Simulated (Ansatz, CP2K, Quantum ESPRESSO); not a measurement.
## Cu: 3 runs at one level of theory

```
CELL_PARAMETERS angstrom
2.55619 0.00000 0.00000
0.00000 2.55619 0.00000
0.00000 0.00000 25.84500
ATOMIC_POSITIONS crystal
Cu 0.50000 0.50000 0.29019
Cu 0.00000 0.00000 0.36013
Cu 0.50000 0.50000 0.43006
Cu 0.00000 0.00000 0.50000
Cu 0.50000 0.50000 0.56994
Cu 0.00000 0.00000 0.63987
Cu 0.50000 0.50000 0.70981
```

Alike in all runs: functional PBE; k mesh 10 × 10 × 1; occupations fermi-dirac, width 0.05 eV; no spin polarisation; no spin-orbit coupling.

```
                                       program and potentials  plane-wave cutoff (eV)                                                  notes  band gap (eV)  largest force (eV/Å)
                                           Ansatz, Ansatz PAW                     420                19 valence electrons an atom on average         no gap                 0.214
                           Quantum ESPRESSO, Ansatz NC SR PBE                    1252                19 valence electrons an atom on average         no gap                 0.214
CP2K, POTENTIAL_UZH Cu GTH-PBE-q11; TZVP-MOLOPT-PBE-GTH basis                       -  atomic basis; 11 valence electrons an atom on average         no gap                 0.282
```

Force on atom 2 (Cu), eV/Å:

```tsv
program and potentials	x	y	z
Ansatz, Ansatz PAW	0.000	0.000	-0.214
Quantum ESPRESSO, Ansatz NC SR PBE	0.000	0.000	-0.214
CP2K, POTENTIAL_UZH Cu GTH-PBE-q11; TZVP-MOLOPT-PBE-GTH basis	0.000	0.000	-0.282
```

None finds a gap. Rows in atomic bases carry the error of their basis and grid, which can be large.

Differences between rows come from potentials, basis sets and numerical settings, since the functional is the same but for its coding. Runs on potential files found faulty are left out.
